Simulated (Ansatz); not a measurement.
Pb (P6_3/mmc): phonons

Method: PBEsol, PAW on Ansatz 0.2.0's default frozen-core files (fitted under PBE), scalar-relativistic.

The cell is the relaxed one with its volume scaled by 1.015.

The structure is one entry of a database and needn't be the stable phase.

Command line:

```sh
ansatz run input.yaml --threads 1 --pin off --max-ram 3072MiB --backend cpu --events-out ev --progress --plain --runs-dir out
```

input.yaml:

```yaml
crystal:
  lattice:
    - [3.49013545013, 0.0, 0.0]
    - [-1.74506772507, 3.02254596246, 0.0]
    - [0.0, 0.0, 5.74310057387]
  atoms:
    - { symbol: Pb, position: [0.333333333333, 0.666666666667, 0.25] }
    - { symbol: Pb, position: [0.666666666667, 0.333333333333, 0.75] }
kpoints:
  mp_grid: { grid: [12, 12, 6] }
scf:
  occupations: { method: fermi_dirac, width: 0.1 }
hamiltonian:
  xc: pbesol
  pseudopotentials: { kind: paw }
phonons:
  qmesh: [2, 2, 2]
  qpath:
    path:
      - [0.0, 0.0, 0.0]
      - [0.5, 0.0, 0.0]
      - [0.3333333333, 0.3333333333, 0.0]
      - [0.0, 0.0, 0.0]
      - [0.0, 0.0, 0.5]
      - [0.5, 0.0, 0.5]
      - [0.3333333333, 0.3333333333, 0.5]
      - [0.0, 0.0, 0.5]
      - [0.5, 0.0, 0.5]
    npoints: 6
  temperatures: { t_min: 0, t_max: 1000, t_step: 100 }
```

Output (shortened where marked):

```
Warning: RAYON_NUM_THREADS=1 ignored (pool sized by the plan → 1); use --threads N
Engine: ansatz 0.2.0, aarch64-unknown-linux-gnu
Pseudopotentials: kind: paw
Pseudopotential: Pb, paw, valence charge 14, recommended cutoff 420 eV (normal), Pb.paw.azcp
Functional definition: PBEsol
  exchange = pbesol_x
  correlation = pbesol_c
Crystal: 4 atoms, lattice volume = 121.169 Å³
Basis set: ecut = 420 eV, 2369 PW (Γ), FFT grids on a1, a1+a2, a3, exchange–correlation on 48×90×80 points (8 copies of the dense FFT grid, shifted against one another)
Bands: 36, of which v1, the nominal top of the filled ones, is band 28 counted from 1 (27 counted from 0)
Symmetry: 16 space group operations
k-points: 100 of 432
Non-local potential: Pb, projectors of the file, l = 0: 2, l = 1: 2, l = 2: 2, l = 3: 2
PAW form: soft (Blöchl's): semilocal exchange-correlation on the pseudo side does not see the compensation charge
PAW frozen core: Pb, regenerated for the run's functional, and the local potential with it (the file was generated under x = pbe(κ = 0.804, μ = 0.2195149727645171), c = pbe(β = 0.06672455060314922))
PAW one-centre angular grid: Pb, 590 points (default); XC on 64 Gauss nodes
Initial density: handed on by an earlier stage of this run
Initial wavefunctions: those handed on with the density
Functional: x = pbesol(κ = 0.804, μ = 0.12345679012345678), c = pbesol(β = 0.046)
SCF iter   1: F=—  HF=-47019.775677 eV  |F-HF|=—  |Δ(HF+E_count)|=         —  Δρ=1.10e-7  dr2=1.46e-11  ethr=1.12e-12  ⟨swp⟩=6.7  Hψ=12944  notcnv=0
preconditioner: auto → Kerker (q_TF=auto, 2.399 Å⁻¹)  [metal: Δε(μ)=0.044 eV  Ē_g=16.725 eV  σ=0.100 eV  W_gap=0.11  n_scr=34 (ndim 8)  ℏωp=25.2 eV  f_vac=0.000  D(μ)=2.26/eV (n_scr^D=10)]
SCF iter   2: F=-47019.775677 eV  HF=-47019.775677 eV  |F-HF|=2.18e-11  |Δ(HF+E_count)|=  1.46e-11  Δρ=5.61e-8  dr2=4.28e-12  ethr=1.00e-12  ⟨swp⟩=3.4  Hψ=9728  notcnv=0
SCF 1 converged in 2 iterations: F = -47019.775677 eV  dr2 = 4.28e-12
[... 98 lines left out ...]
  E_vpaw       = -1341.892902  (= ΣTr[D̂ρ^β])
  E_aug_tail   = 0.000182  (compensation charges beyond the density's cutoff)
  E_ewald      = -5229.750668
  E_core_change = 0.248466  (= ΣΔE_core)
  E_smearing   = -0.073932  (= −TS)
  E_closure    = -0.000000  (closes the sum)
  Σ components = -47019.775677   (vs F -47019.775677, Δ=0.00e0)
--- Forces (eV/Å), atoms counted from 1 ---
  atom   1  Pb     0.00000000     0.00000000     0.00000000
  atom   2  Pb    -0.00000000    -0.00000000     0.00000000
  atom   3  Pb     0.00000000     0.00000000     0.00000000
  atom   4  Pb    -0.00000000    -0.00000000     0.00000000
  max |Σ_I F_I| component: 6.94e-18 eV/Å
--- Phonons: 7 displaced members + 3 references (amplitude of the first 0.0025 Å, Σ member SCF iterations 39) ---
  ASR residual: 1.225e-5 → 0.000e0 eV/Å²; symmetrization residual: 5.806e-6 eV/Å²
  largest component of a force at the reference: 1.9e-9 eV/Å
  ASR residual per site (eV/Å²): 1.22e-5 1.22e-5
  Γ frequencies (cm⁻¹): 0.00 0.00 0.00 25.24 25.24 70.81
--- Phonons (by wavevector): 4 wavevectors in 3 supercells ---
  supercell 1 (2 cells, vectors [1, 0, 0], [0, 2, 0], [0, 0, 1] in multiples of the cell's): 3 displaced members by 0.0025 Å; free energy -47019.775677 eV; taken off its force constants: by the sum rule 3.0e-6, by the ...
  symmetry images taken by strict's conditions (phonons.symmetry_images: auto; settled by no image being taken that strict refuses)
  supercell 2 (2 cells, vectors [1, 0, 0], [0, 1, -1], [0, 0, 2] in multiples of the cell's): 2 displaced members by 0.0025 Å; free energy -47019.775677 eV; taken off its force constants: by the sum rule 1.0e-5, by the ...
  symmetry images taken by strict's conditions (phonons.symmetry_images: auto; settled by no image being taken that strict refuses)
  supercell 3 (2 cells, vectors [1, 0, 0], [0, 1, 0], [0, 0, 2] in multiples of the cell's): 2 displaced members by 0.0025 Å; free energy -47019.775677 eV; taken off its force constants: by the sum rule 1.2e-5, by the ...
  symmetry images taken by strict's conditions (phonons.symmetry_images: auto; settled by no image being taken that strict refuses)
  q = [0.0000, 0.0000, 0.0000] (star 1, supercell 1; hermiticity 0.00e0, symmetrization 3.39e-6): -0.00 0.00 0.00 25.24 25.24 70.81
  q = [0.0000, 0.0000, -0.5000] (star 1, supercell 3; hermiticity 1.01e-16, symmetrization 1.91e-16): 17.70 17.70 17.70 17.70 59.92 59.92
  q = [0.0000, -0.5000, 0.0000] (star 3, supercell 1; hermiticity 1.92e-16, symmetrization 1.82e-16): 29.02 34.11 40.18 57.39 58.97 72.54
  q = [0.0000, -0.5000, -0.5000] (star 3, supercell 2; hermiticity 1.84e-16, symmetrization 3.14e-16): 40.13 40.13 40.91 40.91 67.76 67.76
  joined force constants: q→R imaginary residual 1.24e-17
  density of states and harmonic sums: on the 20×20×12 q-mesh, interpolated from the force constants of a 2×2×2 supercell (no non-analytic term)
  largest difference from the sums on the solved wave vectors: F 9.10e-2 eV, S 1.23e-4 and C_V 3.23e-5 eV/K
```

The run converged.

### Harmonic thermodynamics

Harmonic phonons of a crystal by Kohn-Sham DFT at the given cell, standard atomic masses, acoustic sum rule imposed; negative wavenumbers are unstable modes; sums over wave vectors interpolated from the q mesh.

| Item | Value |
| --- | --- |
| Zero point energy | 8.441 meV/atom |

```tsv
temperature (K)	phonon heat capacity (k_B/atom)	phonon entropy (k_B/atom)	phonon free energy (meV/atom)
100	2.886	4.513	-12.04
200	2.971	6.549	-60.67
300	2.987	7.757	-122.7
400	2.992	8.617	-193.4
500	2.995	9.285	-270.6
600	2.996	9.832	-353.1
700	2.997	10.29	-439.8
800	2.998	10.69	-530.3
900	2.998	11.05	-624
1000	2.999	11.36	-720.6
```

**Phonons on the q mesh**

One row a degenerate set, branches counted upwards.

```json
{
  "Unstable phonons": "no"
}
```

```
point  q a (r.l.u.)  q b (r.l.u.)  q c (r.l.u.)  branch  phonon wavenumber (cm⁻¹)  degeneracy
Gamma             0             0             0       4                      25.2           2
Gamma             0             0             0       6                      70.8           1
    M           0.5             0             0       1                        29           1
    M           0.5             0             0       2                      34.1           1
    M           0.5             0             0       3                      40.2           1
    M           0.5             0             0       4                      57.4           1
    M           0.5             0             0       5                        59           1
    M           0.5             0             0       6                      72.5           1
    A             0             0           0.5       1                      17.7           4
    A             0             0           0.5       5                      59.9           2
    L           0.5             0           0.5       1                      40.1           2
    L           0.5             0           0.5       3                      40.9           2
    L           0.5             0           0.5       5                      67.8           2
```

Zone-centre phonons:

Optical zone-centre levels upwards with Mulliken labels, activity, and the element with most of the kinetic energy.

- Point group: 6/mmm

```tsv
number	phonon wavenumber (cm⁻¹)	label	infrared	raman	lead element
1	25.2	E2g	no	yes	Pb
2	70.8	B1g	no	no	Pb
```

Limits of these numbers: frozen-core PAW files fitted under PBE, their cores solved anew for the functional of the run; responses of metals move with mesh and smearing; no spin-orbit coupling on heavy atoms; cell scaled away from its relaxed volume; a very soft zone-boundary mode, near an instability or sensitive to the mesh; coarse q mesh; activity by symmetry alone, a metal screens infrared modes.

Cost: 6 min on 1 thread of Arm Neoverse V2, with other jobs on the host, peak memory 0.97 GiB.
